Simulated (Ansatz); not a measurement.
RhPb2 (space group I4/mcm)

```xyz
6
Lattice="-3.3391 3.3391 2.9068 3.3391 -3.3391 2.9068 3.3391 3.3391 -2.9068" Properties=species:S:1:pos:R:3 pbc="T T T"
Rh     0.0000     0.0000     1.4534
Rh     0.0000     0.0000     4.3603
Pb     2.2365     1.1026     2.9068
Pb     1.1026     2.2365     0.0000
Pb    -1.1026     2.2365     2.9068
Pb     4.4417     1.1026     0.0000
```

This relaxed cell (volume V₀) is scaled evenly in all directions, its shape held. The atoms relax within the cell's symmetry.

Calculation: PBEsol (plane waves to 420 eV, PAW, scalar-relativistic; Ansatz, an electronic-structure program). k mesh 11×11×11 (Γ-centred), Fermi-Dirac smearing 0.05 eV. The energy includes the smearing's −TS. RhPb2 is run without spin polarisation. RhPb2 was relaxed with its symmetry unable to fall. Spin-orbit coupling is left out, though Pb is heavy. ΔE is measured from the relaxed starting cell.

Give the computed ΔE (eV/atom) at V/V₀ = 0.952, 0.964, 0.976, 1.012, 1.036.


```json
[
 {"V/V₀": "0.952", "ΔE (eV/atom)": "0.017"},
 {"V/V₀": "0.964", "ΔE (eV/atom)": "0.009"},
 {"V/V₀": "0.976", "ΔE (eV/atom)": "0.004"},
 {"V/V₀": "1.012", "ΔE (eV/atom)": "0.001"},
 {"V/V₀": "1.036", "ΔE (eV/atom)": "0.008"}
]
```

(Under strain, the slope of the energy per volume gives the stress and its curvature an elastic modulus.)
